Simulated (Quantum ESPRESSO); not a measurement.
## One change at a time to AlHf4Pd2W

Calculated results; nothing here was measured. They come from Quantum ESPRESSO 7.5, a public plane-wave density functional program. Each row is one single-point run on a made-up periodic cell of eight metal atoms, with elements, volume, strain and displacements drawn at random and not relaxed, so a cell may be unstable or far from any real phase. There is no spin polarisation or spin-orbit coupling.

Settings: PBE unless stated; PseudoDojo standard norm-conserving files; Fermi-Dirac width 0.25 eV, which means electrons at about 2900 K; cutoff 1116 eV; 6 x 5 x 3 k mesh shifted half a step off Gamma. E is the free energy of the whole cell (internal energy minus TS), so a -TS column is already part of it. Stress is positive in tension, and the pressure P is minus a third of its trace.

Checks: one run of this series was repeated at a higher cutoff and on a denser mesh, which moved values by no more than 0.004 eV, 0.02 GPa and 0.005 eV/Å, and a second program with other atomic files agreed on it to 2 % rms in force and 0.5 GPa in pressure. Known limits: heavy elements are run without spin-orbit coupling, which real alloys of them have; a spin test at this wide smearing found no moment, but such smearing suppresses magnetism that the real alloy may have.

The lattice is face-centred cubic, and the cell vectors in Å are (-4.223, 0.000, 0.000); (-2.111, -4.223, -2.111); (-2.111, -4.223, 6.334), a volume of 150.58 Å³ in run 1. The elements on sites 1 to 8 are Hf Hf Pd Hf Pd Hf W Al. Each later run makes one change to run 1 and keeps the rest. E is counted from run 1, and is n/a where other atomic files have another zero of energy.

| run | change | V (Å³) | P (GPa) | -TS (eV) | rms force (eV/Å) | largest change of a force component (eV/Å) | E (eV) |
|---|---|---|---|---|---|---|---|
| 1 | none | 150.58 | -0.09 | -1.546 | 0.431 | 0.000 | 0.000 |
| 2 | sites 4 and 5 exchanged | 150.58 | -1.56 | -1.619 | 0.255 | 1.024 | -0.540 |
| 3 | all lengths scaled by -1.62 % | 143.38 | 7.20 | -1.475 | 0.509 | 0.199 | 0.154 |
| 4 | LDA in place of PBE | 150.58 | -10.95 | -1.565 | 0.380 | 0.220 | n/a |
| 5 | Sc on site 7 | 150.58 | 5.74 | -1.597 | 0.507 | 1.124 | n/a |
| 6 | site 7 moved by -0.18 Å along y | 150.58 | 0.10 | -1.555 | 0.501 | 1.115 | ? |

## Worked estimate

Along the move dE = -F dx. The force on site 7 along y is 0.133 eV/Å in run 1 and 1.248 eV/Å in run 6, and the move is -0.18 Å, so the mean force times the move gives an estimate.

## Withheld value

Question: what E should run 6 give?

The estimate is 0.124 eV. The calculation gave 0.124 eV.
